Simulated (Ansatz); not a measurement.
SiO2:
```yaml
crystal:
  lattice:
    - [5.03058, 0.00000, 0.00000]
    - [0.00000, 5.03058, 0.00000]
    - [0.00000, 0.00000, 7.01384]
  atoms:
    - { symbol: Si, position: [0.29770, 0.29770, 0.00000] }
    - { symbol: Si, position: [0.79770, 0.20230, 0.75000] }
    - { symbol: Si, position: [0.20230, 0.79770, 0.25000] }
    - { symbol: Si, position: [0.70230, 0.70230, 0.50000] }
    - { symbol: O, position: [0.23973, 0.10114, 0.17794] }
    - { symbol: O, position: [0.73973, 0.39886, 0.57206] }
    - { symbol: O, position: [0.26027, 0.60114, 0.07206] }
    - { symbol: O, position: [0.76027, 0.89886, 0.67794] }
    - { symbol: O, position: [0.89886, 0.76027, 0.32206] }
    - { symbol: O, position: [0.39886, 0.73973, 0.42794] }
    - { symbol: O, position: [0.60114, 0.26027, 0.92794] }
    - { symbol: O, position: [0.10114, 0.23973, 0.82206] }
```

Relaxed with PBEsol. PBEsol (plane waves, PAW; program Ansatz) gives a gap of 5.57 eV.

What gap does HSE06 give on the same cell (Ansatz, PAW)?

7.40 eV, 1.83 eV more. The hybrid was solved on a coarser mesh and at special points; its gap is the smallest among all of these.

| k | v1 PBEsol | c1 PBEsol | v1 HSE06 | c1 HSE06 |
|---|---|---|---|---|
| Γ | 0.00 | 5.57 | 0.00 | 7.40 |
| Z | -0.39 | 6.79 | (withheld) | (withheld) |
| M | -0.55 | 8.55 | (withheld) | (withheld) |
| A | -0.63 | 9.07 | (withheld) | (withheld) |
| R | -0.17 | 7.82 | (withheld) | (withheld) |
| X | -0.48 | 7.57 | -0.50 | 9.49 |

Top valence (v1) and lowest conduction level (c1) in eV from each method's valence maximum (which need not be a listed point): supply the withheld HSE06 values.


- Z, v1 HSE06: -0.41
- Z, c1 HSE06: 8.66
- M, v1 HSE06: -0.57
- M, c1 HSE06: 10.51
- R, v1 HSE06: -0.18
- R, c1 HSE06: 9.89
- A, v1 HSE06: -0.66
- A, c1 HSE06: 11.04

Cost on shared cores: the PBEsol run (SCF on a 6×6×4 mesh, then bands and DOS) roughly 2.6 core-minutes, the HSE06 run (SCF on 3×3×3, then a few points) very roughly 2.6 core-minutes; the tasks are unlike.

Space group P4_12_12. The PBEsol relaxation kept the symmetry of its start; of distortions, only those at the zone centre were tested.

Potentials: the later of the program's two PAW sets.
